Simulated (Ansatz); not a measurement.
Ansatz input

```yaml
crystal:
  lattice:
    - [3.7157438551, 0.0, 0.0]
    - [-1.8578719276, 3.2179285724, 0.0]
    - [0.0, 0.0, 7.3157110629]
  atoms:
    - { symbol: Se, position: [0.0, 1.0, 0.0] }
    - { symbol: Se, position: [0.0, 1.0, 0.5] }
    - { symbol: Se, position: [0.3333333333, 0.6666666667, 0.25] }
    - { symbol: Se, position: [0.6666666667, 0.3333333333, 0.75] }
hamiltonian:
  xc: lda
  pseudopotentials:
    kind: paw
    azcp:
      Se: "pseudopotentials/Se.paw.azcp"
basis:
  ecutwfc: 420
  fft_grid_basis: typed
kpoints:
  mp_grid: { grid: [11, 11, 5], shift: [0, 0, 0] }
magnetization:
  spin_polarized: false
scf:
  occupations: { method: fermi_dirac, width: 0.1 }
  lower_state_search: "off"
output:
  stress: true
```

Output

```
Warning: the record states the generating functional pbe (its physics header spells it `PBE`), which answers neither for hamiltonian.xc's functional nor for the lda family's — results may be inconsistent (PPs are generated against a specific XC)
Engine: ansatz 0.2.0, x86_64-unknown-linux-gnu
Pseudopotentials: kind: paw
Pseudopotential: Se, paw, valence charge 16, recommended cutoff 420 eV (normal) 
Functional definition: SPW92
  exchange = slater_x
  correlation = pw_c
Crystal: 4 atoms, lattice volume = 87.474 Å³
Basis set: ecut = 420 eV, 1765 PW (Γ)
Bands: 37, of which v1, the nominal top of the filled ones, is band 32 counted from 1 (31 counted from 0)
Symmetry: 24 space group operations
Space group: P63/mmc (ITA 194), of the structure as read, at distance tolerance 4.4e-5 Å
k-points: 48 of 605
Non-local potential: Se, projectors of the file, l = 0: 2, l = 1: 2, l = 2: 3, l = 3: 1
PAW form: soft (Blöchl's): semilocal exchange-correlation on the pseudo side does not see the compensation charge
PAW frozen core: Se, regenerated for the run's functional, and the local potential with it (the file was generated under x = pbe(κ = 0.804, μ = 0.2195149727645171), c = pbe(β = 0.06672455060314922))
PAW one-centre angular grid: Se, 590 points (default); XC on 64 Gauss nodes
Initial density: superposition of atomic densities (neutral atoms: chi_scale 0, normalization atom), corrected by the library's trained network
Initial wavefunctions: pseudopotential atomic-orbital guess
Functional: x = slater, c = lda
SCF iter   1: F=—  HF=-21532.245601 eV  |F-HF|=—  |Δ(HF+E_count)|=         —  Δρ=4.72e-3  dr2=8.59e-3  ethr=1.77e-3  ⟨swp⟩=6.2  Hψ=6472  notcnv=0
SCF iter   2: F=—  HF=-21532.241839 eV  |F-HF|=—  |Δ(HF+E_count)|=   3.76e-3  Δρ=4.00e-4  dr2=1.02e-4  ethr=1.34e-5  ⟨swp⟩=2.0  Hψ=3682  notcnv=0
SCF iter   3: F=—  HF=-21532.241716 eV  |F-HF|=—  |Δ(HF+E_count)|=   1.24e-4  Δρ=1.19e-4  dr2=1.38e-5  ethr=1.59e-7  ⟨swp⟩=2.0  Hψ=3331  notcnv=0
SCF iter   4: F=—  HF=-21532.241681 eV  |F-HF|=—  |Δ(HF+E_count)|=   3.42e-5  Δρ=3.33e-5  dr2=7.31e-7  ethr=2.15e-8  ⟨swp⟩=2.0  Hψ=3334  notcnv=0
iter 5 did not close the SCF: its close was put off for the readings that it lacked (scf_convergence_deferred on its scf_iter line)
SCF iter   5: F=-21532.241681 eV  HF=-21532.241681 eV  |F-HF|=1.02e-8  |Δ(HF+E_count)|=   6.84e-8  Δρ=5.97e-6  dr2=3.60e-8  ethr=1.14e-9  ⟨swp⟩=2.6  Hψ=3316  notcnv=0
SCF iter   6: F=-21532.241681 eV  HF=-21532.241681 eV  |F-HF|=1.96e-10  |Δ(HF+E_count)|=   3.74e-9  Δρ=1.10e-6  dr2=7.62e-10  ethr=5.62e-11  ⟨swp⟩=2.1  Hψ=5527  notcnv=0
SCF 1 converged in 6 iterations: F = -21532.241681 eV  dr2 = 7.62e-10
SCF converged after 6 iterations
Free energy (F): -21532.241681 eV
Harris-Foulkes:  -21532.241681 eV  (|F-HF|=1.96e-10)
Internal energy: -21532.167326 eV  (E = F + TS)
E sigma→0 (E₀):  -21532.204504 eV
Entropy (-TS):   -0.074355 eV (-18.589 meV/atom)
Fermi energy:    9.999421 eV
--- Per-component energies (eV) ---
  E_band       = -1468.746064
  E_kinetic    = 469.835795
  E_local      = -8857.762583  (includes V_loc(G=0)·N_el)
  E_nonlocal   = -2350.020124
  E_hartree    = 4407.119216
  E_xc         = -412.454988
  E_vxc        = -391.300251  (∫ρ·V_xc dr)
  E_paw        = -7311.359941  (= ΣΔE_a)
  E_vpaw       = 846.264638  (= ΣTr[D̂ρ^β])
  E_aug_tail   = -0.002376  (compensation charges beyond the density's cutoff)
  E_ewald      = -7486.391776
  E_core_change = 8.869449  (= ΣΔE_core)
  E_smearing   = -0.074355  (= −TS)
  E_closure    = -0.000000  (closes the sum)
  Σ components = -21532.241681   (vs F -21532.241681, Δ=0.00e0)
--- Stress (GPa, compression-positive) ---
       -2.715349      -0.000000       0.000000
       -0.000000      -2.715349       0.000000
        0.000000       0.000000      -3.165028
  P = ⅓ Tr σ = -2.8652 GPa (-28.652 kbar)
```
